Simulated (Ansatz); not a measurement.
SnO, one structure, two calculations

Cell: a Materials Project structure (computed, not necessarily an observed phase), its atoms then relaxed with PBE in this cell.

```yaml
crystal:
  lattice:
    - [3.81370, 0.00000, 0.00000]
    - [0.00000, 3.81370, 0.00000]
    - [0.00000, 0.00000, 4.88691]
  atoms:
    - { symbol: Sn, position: [0.00000, 0.50000, 0.23930] }
    - { symbol: Sn, position: [0.50000, 0.00000, 0.76070] }
    - { symbol: O, position: [0.50000, 0.50000, 0.00000] }
    - { symbol: O, position: [0.00000, 0.00000, 0.00000] }
```

Sites (sets of like atoms) are named by element and the number of their first atom in this list.

First run. The numbers come from a DFT calculation in Ansatz (PBE, plane waves and PAW, scalar-relativistic, 420 eV cutoff, Γ-centred 9×9×7 k-points, Fermi–Dirac smearing 0.01 eV).

```csv
site,atom,V_zz (10²¹ V/m²),η
Sn,1,-17.60,0.00
O,3,0.48,0.00
```

Second run. The same atoms and settings, except that the functional is r2SCAN and the cutoff is 500 eV.

**Question.** Given the first result, estimate the second.

**Answer.** 

| site | atom | V_zz | η | change of V_zz |
| --- | --- | --- | --- | --- |
| Sn | 1 | -18.96 | 0.00 | -1.36 |
| O | 3 | 0.54 | 0.00 | +0.06 |

The largest change of V_zz is on Sn, from -17.60 to -18.96. In per cent, |V_zz| changes by +8 on Sn (all sites that start above 0.5). Isomer shifts (Sn against SnO₂, from the density at the nucleus and a line fitted to measured compounds for each functional; the lines scatter by about 0.1 mm/s, so smaller changes between functionals mean little): Sn 2.71 → 2.72 mm/s.

Without spin–orbit coupling (the program notes it for Sn) the gradients can shift somewhat, as the gap is small.
For the first run: With a gap of 0.2 eV on this mesh, small gradients can still move by 0.1 × 10²¹ V/m² or more as the k-mesh gets denser.
For the second run: The largest force is 0.5 eV/Å, so the atoms aren't at the calculated equilibrium and relaxing them would move these values. With these PAW files V_zz is typically within 2 to 3 % of all-electron values, but misses above 10 % occur on Sn. With a gap of 0.3 eV on this mesh, small gradients can still move by 0.1 × 10²¹ V/m² or more as the k-mesh gets denser.
